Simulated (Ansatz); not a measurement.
The relaxed structure here is a generated cell of MgF2: the first start was made by a random draw of sites in a space group, and the end was not matched to a known phase here, so it may be hypothetical. Known forms of MgF2 include space group No. 136.

The end point of a relaxation of MgF₂. Method: PBEsol (plane waves to 420 eV, PAW, scalar-relativistic; Ansatz, a program for electronic structure).

```xyz
9
Lattice="3.9364 0.0000 0.0000 -1.9682 3.4090 0.0000 0.0000 0.0000 8.0855" Properties=species:S:1:pos:R:3 pbc="T T T"
F      0.9841     1.7045     3.3824
F      1.9682     0.0000     6.0775
F     -0.9841     1.7045     0.6872
F      0.9841     1.7045     7.3982
F      1.9682     0.0000     2.0079
F     -0.9841     1.7045     4.7031
Mg     0.9841     1.7045     5.3903
Mg     1.9682     0.0000     0.0000
Mg    -0.9841     1.7045     2.6952
```

**Question.** Find the space group and the Wyckoff positions (tolerance 0.01 Å).

**Answer.** Space group P6₄22 (No. 181); a = b = 3.9364 Å, c = 8.0855 Å, α = β = 90.00°, γ = 120.00°

```csv
atom,site,symmetry,x,y,z
F,6f,2..,0.5000,0.5000,0.4183
Mg,3c,222,0.5000,0.0000,0.0000
```

**Question.** Give the shortest distances between elements (the closest pairs, up to four, under 3.6 Å).

**Answer.** F–Mg 2.01 Å; F–F 2.37 Å; Mg–Mg 3.34 Å.

```json
{
 "volume_per_atom": "12.06 Å³",
 "band_gap": "4.82 eV, direct at Γ (no spin-orbit coupling)"
}
```

No spin polarisation in the result.

The run could not lose the symmetry of its start, so the end can be a saddle point.
